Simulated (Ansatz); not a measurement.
Calculation for fcc Rh (100), 5 layers: DFT, r2SCAN, PAW with Ansatz's default frozen-core files, scalar-relativistic (Ansatz 0.2.0). This run: field of 0.3 V/Å along the normal.

The slab is cut from a bulk crystal relaxed on PAW files (its atoms may have been relaxed since).

Command: `ansatz run input.yaml --threads 2 --pin off --max-ram 4096MiB --backend cpu --events-out ev --progress --plain --runs-dir out` It took 21 s on 2 threads of Intel(R) Xeon(R) 6975P-C (Granite Rapids), with other jobs on the host, peak memory 0.83 GiB.

```yaml
crystal:
  lattice:
    - [2.68698876, 0.0, 0.0]
    - [0.0, 2.68698876, 0.0]
    - [0.0, 0.0, 23.6]
  atoms:
    - { symbol: Rh, position: [0.0, 0.0, 0.3421820004] }
    - { symbol: Rh, position: [0.5, 0.5, 0.4188998588] }
    - { symbol: Rh, position: [0.0, 0.0, 0.5000000002] }
    - { symbol: Rh, position: [0.5, 0.5, 0.5811001407] }
    - { symbol: Rh, position: [0.0, 0.0, 0.6578179999] }
kpoints:
  mp_grid: { grid: [15, 15, 1] }
scf:
  occupations: { method: fermi_dirac, width: 0.05 }
hamiltonian:
  xc: r2scan
  pseudopotentials: { kind: paw }
output:
  forces: true
  stress: true
  eigenvalues: true
efield:
  axis: 3
  amplitude: 0.3
  dipole_correction: true
```

Output:

```
Engine: ansatz 0.2.0
Pseudopotentials: kind: paw
Pseudopotential: Rh, paw, valence charge 17, recommended cutoff 500 eV (meta_gga), Rh.paw.azcp
Functional definition: r2SCAN
  parameter k0 = 0.174
  parameter k1 = 0.065
  parameter a1 = 4.9479
  exchange = r2scan_x(k0 = k0, k1 = k1, a1 = a1)
  correlation = r2scan_c
Crystal: 5 atoms, lattice volume = 170.390 Å³
Basis set: ecut = 500 eV, 4267 PW (Γ), exchange–correlation on 80×80×720 points (64 copies of the dense FFT grid, shifted against one another)
Bands: 51, of which v1, the nominal top of the filled ones, is band 43 counted from 1 (42 counted from 0)
Symmetry: 8 space group operations
k-points: 36 of 225
Non-local potential: Rh, projectors of the file, l = 0: 3, l = 1: 2, l = 2: 2, l = 3: 1
PAW form: soft (Blöchl's): semilocal exchange-correlation on the pseudo side does not see the compensation charge
PAW frozen core: Rh, regenerated for the run's functional (the file was generated under x = pbe(κ = 0.804, μ = 0.2195149727645171), c = pbe(β = 0.06672455060314922))
PAW one-centre angular grid: Rh, 590 points (default); XC on 160 Gauss nodes
Initial density: superposition of atomic densities (neutral atoms: chi_scale 0, normalization atom), corrected by the library's trained network
Initial wavefunctions: pseudopotential atomic-orbital guess
Functional: x = r2scan, c = r2scan; τ floored in thin density (d = 2e-4 eV/Å³)
SCF iter   1: F=—  HF=-32076.808604 eV  |F-HF|=—  |Δ(HF+E_count)|=         —  Δρ=1.04e-1  dr2=3.54e2  dr2_τ=1.54e0  ethr=1.77e-3  p=-0.000 e·Å  D=-5.65e-10 V/Å  ΔV_dip=0.00 eV  dr2_dipole=1.77e2  V_vac-E_F(+/−)=7.86/1.66 eV  ⟨swp⟩=9.2  Hψ=8715  notcnv=0  defer=8
efield: sawtooth ramp at fractional position 0.9500 (placed from the atoms, in the widest stretch of the axis that holds none; the zero of the levels goes with the place), width 0.1000; the density the first Hamiltonian is built on has a dipole p = -0.000 e·Å; the dipole correction subtracts the counter field D = -5.65e-10 V/Å, which shifts the + side's vacuum level by +0.00 eV against the − side's; the planar-averaged density in the ramp window peaks in size at 3.6e-5 e/Å³
preconditioner: auto → LDOS  [metal: Δε(μ)=0.015 eV  Ē_g=5.761 eV  σ=0.050 eV  W_gap=0.07  n_scr=38 (ndim 8)  ℏωp=19.1 eV  f_vac=0.543  D(μ)=6.63/eV (n_scr^D=54)  β→1.0]
SCF iter   2: F=—  HF=-32074.178033 eV  |F-HF|=—  |Δ(HF+E_count)|=    2.63e0  Δρ=5.71e-2  dr2=5.91e1  dr2_τ=2.52e0  ethr=1.77e-3  p=0.135 e·Å  D=1.44e-1 V/Å  ΔV_dip=-3.39 eV  dr2_dipole=2.81e1  V_vac-E_F(+/−)=6.20/3.40 eV  ⟨swp⟩=3.3  Hψ=3193  notcnv=0  defer=18
SCF iter   3: F=—  HF=-32074.043259 eV  |F-HF|=—  |Δ(HF+E_count)|=   1.35e-1  Δρ=2.38e-2  dr2=1.16e1  dr2_τ=5.90e-2  ethr=1.77e-3  p=0.122 e·Å  D=1.30e-1 V/Å  ΔV_dip=-3.06 eV  dr2_dipole=5.33e0  V_vac-E_F(+/−)=6.39/3.26 eV  ⟨swp⟩=2.1  Hψ=2129  notcnv=0  defer=18
SCF iter   4: F=—  HF=-32074.015161 eV  |F-HF|=—  |Δ(HF+E_count)|=   2.81e-2  Δρ=3.65e-3  dr2=3.73e-2  dr2_τ=3.61e-3  ethr=1.77e-3  p=0.121 e·Å  D=1.29e-1 V/Å  ΔV_dip=-3.04 eV  dr2_dipole=6.61e-6  V_vac-E_F(+/−)=6.51/3.35 eV  ⟨swp⟩=2.0  Hψ=2198  notcnv=0  defer=17
SCF iter   5: F=—  HF=-32074.017281 eV  |F-HF|=—  |Δ(HF+E_count)|=   2.12e-3  Δρ=1.26e-3  dr2=4.61e-3  dr2_τ=2.94e-4  ethr=4.38e-5  p=0.123 e·Å  D=1.30e-1 V/Å  ΔV_dip=-3.08 eV  dr2_dipole=2.04e-3  V_vac-E_F(+/−)=6.53/3.42 eV  ⟨swp⟩=2.5  Hψ=2980  notcnv=0  defer=17
SCF iter   6: F=—  HF=-32074.018452 eV  |F-HF|=—  |Δ(HF+E_count)|=   1.17e-3  Δρ=4.57e-4  dr2=7.23e-4  dr2_τ=3.40e-5  ethr=5.43e-6  p=0.128 e·Å  D=1.36e-1 V/Å  ΔV_dip=-3.20 eV  dr2_dipole=3.49e-5  V_vac-E_F(+/−)=6.51/3.51 eV  ⟨swp⟩=2.9  Hψ=2985  notcnv=0  defer=17
SCF iter   7: F=—  HF=-32074.018519 eV  |F-HF|=—  |Δ(HF+E_count)|=   6.74e-5  Δρ=2.18e-4  dr2=2.93e-4  dr2_τ=5.53e-6  ethr=8.51e-7  p=0.129 e·Å  D=1.37e-1 V/Å  ΔV_dip=-3.23 eV  dr2_dipole=1.66e-5  V_vac-E_F(+/−)=6.51/3.54 eV  ⟨swp⟩=2.1  Hψ=2909  notcnv=0  defer=17
SCF iter   8: F=—  HF=-32074.018513 eV  |F-HF|=—  |Δ(HF+E_count)|=   6.18e-6  Δρ=9.28e-5  dr2=3.67e-5  dr2_τ=6.64e-7  ethr=3.45e-7  p=0.129 e·Å  D=1.37e-1 V/Å  ΔV_dip=-3.24 eV  dr2_dipole=2.02e-10  V_vac-E_F(+/−)=6.51/3.55 eV  ⟨swp⟩=1.8  Hψ=2184  notcnv=0  defer=17
SCF iter   9: F=—  HF=-32074.018264 eV  |F-HF|=—  |Δ(HF+E_count)|=   2.49e-4  Δρ=2.77e-5  dr2=5.74e-6  dr2_τ=5.85e-8  ethr=4.32e-8  p=0.130 e·Å  D=1.38e-1 V/Å  ΔV_dip=-3.25 eV  dr2_dipole=2.45e-6  V_vac-E_F(+/−)=6.51/3.56 eV  ⟨swp⟩=2.2  Hψ=2531  notcnv=0  defer=17
SCF iter  10: F=—  HF=-32074.018265 eV  |F-HF|=—  |Δ(HF+E_count)|=   6.99e-7  Δρ=9.84e-6  dr2=6.02e-7  dr2_τ=2.18e-8  ethr=6.75e-9  p=0.130 e·Å  D=1.38e-1 V/Å  ΔV_dip=-3.25 eV  dr2_dipole=1.94e-7  V_vac-E_F(+/−)=6.51/3.56 eV  ⟨swp⟩=1.8  Hψ=2303  notcnv=0  defer=17
SCF iter  11: F=-32074.018265 eV  HF=-32074.018265 eV  |F-HF|=4.05e-9  |Δ(HF+E_count)|=   1.11e-8  Δρ=2.57e-6  dr2=1.49e-8  dr2_τ=1.51e-9  ethr=1.18e-10  p=0.130 e·Å  D=1.38e-1 V/Å  ΔV_dip=-3.25 eV  dr2_dipole=1.68e-9  V_vac-E_F(+/−)=6.51/3.56 eV  ⟨swp⟩=12.5  Hψ=8436  notcnv=0
SCF 1 converged in 11 iterations: F = -32074.018265 eV  dr2 = 1.49e-8
  greatest PAW one-centre occupation: 1.000 electrons in one spin orbital (limit 2), on the Rh atom at site 4 (counted from 0), in its partial waves of l = 1
SCF converged after 11 iterations
Free energy (F): -32074.018265 eV
Harris-Foulkes:  -32074.018265 eV  (|F-HF|=4.05e-9)
Internal energy: -32073.964755 eV  (E = F + TS)
E sigma→0 (E₀):  -32073.991510 eV
Entropy (-TS):   -0.053510 eV (-10.702 meV/atom)
Fermi energy:    5.925446 eV
Dipole field:    D = 0.137666 V/Å  (p = 0.129631 e·Å, saw-weighted, corrected)
Work function:   not extracted (applied field tilts the vacuum); planar V_es + V_field profile in the machine report
Levels:          The Fermi level and band energies are counted from a zero that moves with the ramp; work functions are not
--- Per-component energies (eV) ---
  E_band       = -1877.972760
  E_kinetic    = 2863.728629
  E_local      = -139448.810556  (includes V_loc(G=0)·N_el)
  E_nonlocal   = 1781.548618
  E_hartree    = 67880.870162
  E_xc         = -1080.521013
  E_vxc        = -1565.804801  (∫ρ·V_xc dr)
  E_paw        = -18022.969147  (= ΣΔE_a)
  E_vpaw       = -1376.660367  (= ΣTr[D̂ρ^β])
  E_aug_tail   = 0.003250  (compensation charges beyond the density's cutoff)
  E_vtau       = 106.282389  (kinetic-family band-sum trace: ∫τ·v_τ [+ j·A + Jᵃ·Aᵃ] dr)
  E_efield     = -0.029966  (sawtooth field / dipole correction)
  E_vefield    = -0.021044  (∫n·V_field dr)
  E_ewald      = 53954.065066
  E_core_change = -1.849797  (= ΣΔE_core)
  E_smearing   = -0.053510  (= −TS)
  E_closure    = -0.000000  (closes the sum)
  Σ components = -32074.018265   (vs F -32074.018265, Δ=0.00e0)
--- Forces (eV/Å), atoms counted from 1 ---
  atom   1  Rh     0.00000000     0.00000000     0.00239716
  atom   2  Rh    -0.00000000     0.00000000    -0.00936947
  atom   3  Rh     0.00000000     0.00000000     0.01090141
  atom   4  Rh     0.00000000     0.00000000    -0.00951355
  atom   5  Rh    -0.00000000     0.00000000     0.00559193
  max |Σ_I F_I| component: 7.48e-6 eV/Å
--- Stress (GPa, compression-positive) ---
       -2.115289       0.000000      -0.000000
        0.000000      -2.115289       0.000000
       -0.000000       0.000000       0.010812
  P = ⅓ Tr σ = -1.4066 GPa (-14.066 kbar)
--- Band table (eV; the first three rows and the last of 36) ---
  k-point 0: bands = ["-75.2760", "-75.2564", "-75.0981", "-74.5777", "-74.5770", "-42.5745", "-42.3985", "-42.1711", "-42.1711", "-42.1284", "-42.1284", "-42.0726", "-41.9171", "-41.9171", "-41.5311", "-41.5225", "-41.4925", "-41.4925", "-41.4916", "-41.4916", "-1.7940", "-0.6301", "-0.4233", "-0.1229", "0.3077", "0.3597", "0.6381", "1.3557", "2.2625", "2.6781", "2.9455", "2.9455", "3.6197", "3.6197", "4.1016", "4.4108", "4.7905", "4.8365", "4.8365", "4.9195", "5.2075", "5.4728", "5.8497", "6.0858", "6.0858", "6.4060", "6.5287", "6.7871", "6.7871", "7.5465", "8.8764"]
  k-point 1: bands = ["-75.2733", "-75.2544", "-75.0970", "-74.5761", "-74.5754", "-42.5687", "-42.4017", "-42.1869", "-42.1675", "-42.1670", "-42.1263", "-42.0557", "-41.9354", "-41.9169", "-41.5285", "-41.5237", "-41.5085", "-41.5065", "-41.4916", "-41.4908", "-1.6756", "-0.5289", "-0.3384", "-0.0395", "0.3700", "0.4596", "0.7246", "1.4096", "2.2821", "2.7348", "2.9255", "2.9733", "3.4000", "3.5980", "4.2718", "4.3235", "4.6088", "4.6375", "4.8009", "4.8674", "5.3267", "5.6099", "5.7413", "5.8292", "6.2521", "6.3050", "6.4221", "6.4671", "6.8190", "7.9738", "9.3757"]
  k-point 2: bands = ["-75.2656", "-75.2487", "-75.0940", "-74.5716", "-74.5708", "-42.5528", "-42.4136", "-42.2412", "-42.2307", "-42.1574", "-42.1201", "-42.0425", "-41.9834", "-41.9166", "-41.5582", "-41.5573", "-41.5197", "-41.5162", "-41.4891", "-41.4883", "-1.3407", "-0.2801", "-0.1398", "0.2446", "0.4851", "0.8120", "0.8439", "1.6901", "2.3466", "2.8889", "2.9040", "3.0496", "3.1130", "3.5273", "3.7912", "4.2927", "4.4943", "4.6381", "4.6931", "4.8175", "5.3070", "5.3922", "5.3966", "5.4189", "6.1655", "6.1667", "6.5297", "6.7272", "6.8230", "8.7566", "10.2550"]
  k-point 35: bands = ["-75.1718", "-75.1684", "-75.0358", "-74.4999", "-74.4991", "-42.5935", "-42.5924", "-42.5166", "-42.5135", "-42.2859", "-42.2536", "-42.2460", "-42.2186", "-42.1602", "-41.8392", "-41.8383", "-41.8363", "-41.8361", "-41.5088", "-41.5073", "-0.3973", "-0.2279", "0.0427", "0.0428", "0.2423", "0.7588", "0.9155", "0.9251", "1.2046", "2.4764", "2.4928", "4.3529", "4.4044", "4.9999", "5.3087", "5.7739", "6.1127", "6.1670", "6.1678", "6.2815", "6.7199", "6.7789", "6.9260", "7.2803", "7.3294", "10.1875", "10.7378", "12.3878", "12.9073", "14.8639", "15.5625"]
```

Next run (core holes in 3d of Rh), as changes to the input before:

```diff
   eigenvalues: true
-efield:
-  axis: 3
-  amplitude: 0.3
-  dipole_correction: true
+  core_levels:
+    shells: { Rh: ["3d"] }
+    counted_from: fermi_level
+    add_spin: false
```

Command: `ansatz run input.yaml --threads 2 --pin off --max-ram 4096MiB --backend cpu --events-out ev --progress --plain --runs-dir out` It took 75 s on 2 threads of Intel(R) Xeon(R) 6975P-C (Granite Rapids), on a shared host, peak memory 0.93 GiB.

Results part of the output:

```
SCF 1 converged in 8 iterations: F = -32073.998831 eV  dr2 = 2.24e-8
  greatest PAW one-centre occupation: 1.000 electrons in one spin orbital (limit 2), on the Rh atom at site 4 (counted from 0), in its partial waves of l = 1
── core hole 1/3: 3d of Rh 0 ──
── 3d of Rh 0: 308.650 eV over the cell without the hole, in 11 iterations ──
── core hole 2/3: 3d of Rh 1 ──
── 3d of Rh 1: 309.364 eV over the cell without the hole, in 12 iterations ──
── core hole 3/3: 3d of Rh 2 ──
── 3d of Rh 2: 309.299 eV over the cell without the hole, in 10 iterations ──
SCF converged after 8 iterations
Free energy (F): -32073.998831 eV
Harris-Foulkes:  -32073.998831 eV  (|F-HF|=4.65e-9)
Internal energy: -32073.945354 eV  (E = F + TS)
E sigma→0 (E₀):  -32073.972093 eV
Entropy (-TS):   -0.053477 eV (-10.695 meV/atom)
Fermi energy:    5.930245 eV
--- Per-component energies (eV) ---
[... lines left out ...]
        0.000000      -2.133339       0.000000
        0.000000       0.000000      -0.001540
  P = ⅓ Tr σ = -1.4227 GPa (-14.227 kbar)
--- Band table (eV; the first three rows and the last of 36) ---
  k-point 0: bands = ["-75.2710", "-75.2516", "-75.0934", "-74.5725", "-74.5724", "-42.5697", "-42.3936", "-42.1662", "-42.1662", "-42.1236", "-42.1236", "-42.0679", "-41.9123", "-41.9123", "-41.5260", "-41.5176", "-41.4875", "-41.4875", "-41.4870", "-41.4870", "-1.7892", "-0.6253", "-0.4185", "-0.1181", "0.3125", "0.3646", "0.6429", "1.3605", "2.2673", "2.6829", "2.9503", "2.9503", "3.6245", "3.6245", "4.1071", "4.4156", "4.7959", "4.8413", "4.8413", "4.9243", "5.2124", "5.4780", "5.8545", "6.0907", "6.0907", "6.4109", "6.5335", "6.7919", "6.7919", "7.5575", "8.8876"]
  k-point 1: bands = ["-75.2683", "-75.2496", "-75.0923", "-74.5709", "-74.5708", "-42.5639", "-42.3968", "-42.1820", "-42.1626", "-42.1623", "-42.1215", "-42.0509", "-41.9307", "-41.9122", "-41.5234", "-41.5189", "-41.5036", "-41.5017", "-41.4866", "-41.4861", "-1.6707", "-0.5241", "-0.3335", "-0.0347", "0.3748", "0.4645", "0.7293", "1.4143", "2.2869", "2.7396", "2.9303", "2.9782", "3.4049", "3.6029", "4.2766", "4.3291", "4.6143", "4.6424", "4.8052", "4.8722", "5.3315", "5.6147", "5.7499", "5.8309", "6.2570", "6.3099", "6.4275", "6.4720", "6.8238", "7.9849", "9.3960"]
  k-point 2: bands = ["-75.2606", "-75.2440", "-75.0893", "-74.5663", "-74.5663", "-42.5480", "-42.4088", "-42.2361", "-42.2261", "-42.1525", "-42.1153", "-42.0378", "-41.9787", "-41.9118", "-41.5533", "-41.5525", "-41.5146", "-41.5114", "-41.4841", "-41.4837", "-1.3358", "-0.2753", "-0.1350", "0.2495", "0.4899", "0.8169", "0.8486", "1.6949", "2.3514", "2.8937", "2.9088", "3.0544", "3.1179", "3.5322", "3.7961", "4.2976", "4.4992", "4.6436", "4.6980", "4.8222", "5.3118", "5.4009", "5.4014", "5.4202", "6.1708", "6.1711", "6.5346", "6.7329", "6.8278", "8.7716", "10.3368"]
  k-point 35: bands = ["-75.1653", "-75.1652", "-75.0311", "-74.4946", "-74.4946", "-42.5887", "-42.5875", "-42.5117", "-42.5087", "-42.2811", "-42.2488", "-42.2413", "-42.2138", "-42.1554", "-41.8343", "-41.8334", "-41.8314", "-41.8312", "-41.5030", "-41.5030", "-0.3924", "-0.2231", "0.0475", "0.0476", "0.2471", "0.7635", "0.9203", "0.9299", "1.2093", "2.4812", "2.4976", "4.3576", "4.4092", "5.0047", "5.3136", "5.7787", "6.1175", "6.1718", "6.1726", "6.2862", "6.7248", "6.7838", "6.9307", "7.2851", "7.3342", "10.1922", "10.7426", "12.3925", "12.9119", "14.8693", "15.5675"]
--- Core levels from the Fermi level (as output.core_levels.counted_from types it; a hole's nearest image at 2.7 Å) ---
  the holes have no spin, as output.core_levels.add_spin types it
  atom         alike  shell      binding/eV   shift/eV difference/eV images/eV   SCF
  Rh 0             2     3d         308.650     +0.000       308.650         –    11
  Rh 1             2     3d         309.364     +0.714       309.364         –    12
  Rh 2             1     3d         309.299     +0.649       309.299         –    10
  the dataset of Rh with a 3d hole: scattering error 0.003 eV; free atom: scalar-relativistic, large and small components
  the two lines of Rh's 3d: 3d3/2 +2.836 eV and 3d5/2 -1.890 eV off its levels, 2 : 3 in strength
```

The PAW files were made under PBE. The cell is 1×1, so reconstructions are forbidden, and in slabs of four or five layers the relaxations can be far larger than at a real surface.
